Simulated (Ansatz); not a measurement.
### Question
Each is relaxed and computed with the program Ansatz at the PBEsol level (PAW). Which is the only metal?
(A) SnC, wurtzite
(B) IrC, P-6m2 (Ir on 1a, C on 1d)
(C) SiBCN, P3m1 (B on 1b, Si on 1c, C on 1b, N on 1c)
(D) B4C, Cm (Pearson symbol mS30)

### Answer
B, IrC, P-6m2 (Ir on 1a, C on 1d). IrC: metal; B4C: gap 2.82 eV (indirect); SiBCN: gap 2.40 eV (indirect); SnC: gap 0.96 eV (direct). Typed or built starts, not in the databases checked: IrC, P-6m2 (Ir on 1a, C on 1d); SiBCN, P3m1 (B on 1b, Si on 1c, C on 1b, N on 1c); SnC, wurtzite. Standing as an ambient phase not checked: B4C, Cm (Pearson symbol mS30). Unstable at this level: IrC, P-6m2 (Ir on 1a, C on 1d). All cells were relaxed under the symmetry of their starts (and spin orders); stability against distortions was not tested throughout. Named crystals with no word on spin ran without spin polarisation. Spin–orbit coupling is left out wherever it is not named.

Potentials: the earlier of the program's two PAW sets. The files were generated under PBE; for other functionals the program regenerates the frozen cores, and for LDA and PBEsol the local potential too.
